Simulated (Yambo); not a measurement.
Convergence of the G0W0 gap of HgTe

G0W0@PBEsol for HgTe (space group P3_221, No. 154) in Yambo. Reference settings: 3×3×1 Γ-centred k mesh, bands 13 to 380 and a 8 Ry block in the screening, 380 bands in G with the Bruneval-Gonze terminator, plasmon pole fitted at 27.2 eV. The PBEsol gap Γ → Γ on this mesh is 0.61 eV; G0W0 gaps are taken between the same points.

```json
[
 {"change from the reference": "reference settings", "G0W0 gap Γ → Γ (eV)": "0.99", "shift of the valence edge (eV)": "-0.81", "rough Yambo cost": "1"},
 {"change from the reference": "150 bands in W, 150 bands in G", "G0W0 gap Γ → Γ (eV)": "1.00", "shift of the valence edge (eV)": "-0.57", "rough Yambo cost": "about 1/3"},
 {"change from the reference": "249 bands in W, 249 bands in G", "G0W0 gap Γ → Γ (eV)": "0.99", "shift of the valence edge (eV)": "-0.72", "rough Yambo cost": "within a factor of two"},
 {"change from the reference": "150 bands in G", "G0W0 gap Γ → Γ (eV)": "0.99", "shift of the valence edge (eV)": "-0.76", "rough Yambo cost": "–"},
 {"change from the reference": "249 bands in G", "G0W0 gap Γ → Γ (eV)": "0.99", "shift of the valence edge (eV)": "-0.79", "rough Yambo cost": "–"},
 {"change from the reference": "183 bands in W", "G0W0 gap Γ → Γ (eV)": "0.99", "shift of the valence edge (eV)": "-0.67", "rough Yambo cost": "about 1/2"},
 {"change from the reference": "2 Ry block", "G0W0 gap Γ → Γ (eV)": "0.92", "shift of the valence edge (eV)": "-0.47", "rough Yambo cost": "about 1/2"},
 {"change from the reference": "3 Ry block", "G0W0 gap Γ → Γ (eV)": "0.96", "shift of the valence edge (eV)": "-0.59", "rough Yambo cost": "within a factor of two"},
 {"change from the reference": "7 Ry block", "G0W0 gap Γ → Γ (eV)": "0.99", "shift of the valence edge (eV)": "-0.79", "rough Yambo cost": "within a factor of two"},
 {"change from the reference": "pole fitted at 10 eV", "G0W0 gap Γ → Γ (eV)": "0.96", "shift of the valence edge (eV)": "-0.62", "rough Yambo cost": "–"},
 {"change from the reference": "no random integration", "G0W0 gap Γ → Γ (eV)": "0.98", "shift of the valence edge (eV)": "-0.62", "rough Yambo cost": "–"},
 {"change from the reference": "150 bands in G, no terminator", "G0W0 gap Γ → Γ (eV)": "1.01", "shift of the valence edge (eV)": "-0.34", "rough Yambo cost": "–"},
 {"change from the reference": "249 bands in G, no terminator", "G0W0 gap Γ → Γ (eV)": "1.00", "shift of the valence edge (eV)": "-0.59", "rough Yambo cost": "–"},
 {"change from the reference": "no terminator", "G0W0 gap Γ → Γ (eV)": "1.00", "shift of the valence edge (eV)": "-0.71", "rough Yambo cost": "–"}
]
```

The reference isn't shown to be the converged limit. Costs are rough (shared machines), scaled to the same edge states, and given only for runs that recompute the screening. The mesh misses a band edge: along a dense path the PBEsol gap is 0.40 eV against 0.61 eV on the mesh.

Without spin-orbit coupling, band edges of such heavy elements can be off by tenths of an eV.

The standard potential for Te keeps a d shell in the valence without the s and p states of that shell. In tests on such compounds this moved G0W0 gaps by up to about 0.9 eV, so absolute quasiparticle energies here are unreliable; differences between settings are what counts.

Geometry relaxed with PBE+D3(BJ); primitive cell a = b = 4.517 Å, c = 10.254 Å, α = β = 90.00°, γ = 120.00°.

This is not the ordinary phase of the substance; no match was found in the copy of COD used, and its stability was not checked.

A shift is the quasiparticle energy of the state minus its PBEsol energy.
